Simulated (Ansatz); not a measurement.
GaN:
```cif
data_Ga4N4
_chemical_formula_sum 'Ga4 N4'
_space_group_name_H-M_alt 'F-43m'
_space_group_IT_number 216
_space_group_name_Hall 'F -4 2 3'
_cell_length_a 4.49836
_cell_length_b 4.49836
_cell_length_c 4.49836
_cell_angle_alpha 90.000
_cell_angle_beta 90.000
_cell_angle_gamma 90.000
loop_
_atom_site_label
_atom_site_type_symbol
_atom_site_symmetry_multiplicity
_atom_site_Wyckoff_symbol
_atom_site_fract_x
_atom_site_fract_y
_atom_site_fract_z
_atom_site_occupancy
Ga1 Ga 4 a 0.00000 0.00000 0.00000 1
N1 N 4 d 0.75000 0.75000 0.75000 1
```
(The calculation used a cell of 2 atoms; values per cell refer to that cell.)

Relaxed with PBEsol.

Task: Give the optical modes at the zone centre with their infrared activity from DFPT, PBEsol in the plane-wave PAW code Ansatz.

Result: Transverse frequencies, without the LO–TO term; a row sums one degenerate level.

```tsv
ω (cm⁻¹)	degeneracy	IR ((D/Å)²/amu)	activity	symmetry
536	3	41.92	IR	T2
```

Task: How high does the top mode go among those that the LO–TO term moves?

Result: 711 cm⁻¹ for q along x.

The PBEsol relaxation kept the symmetry of its start.

Potentials: the earlier of the program's two PAW sets. The files were generated under PBE; for other functionals the program regenerates the frozen cores, and for LDA and PBEsol the local potential too.
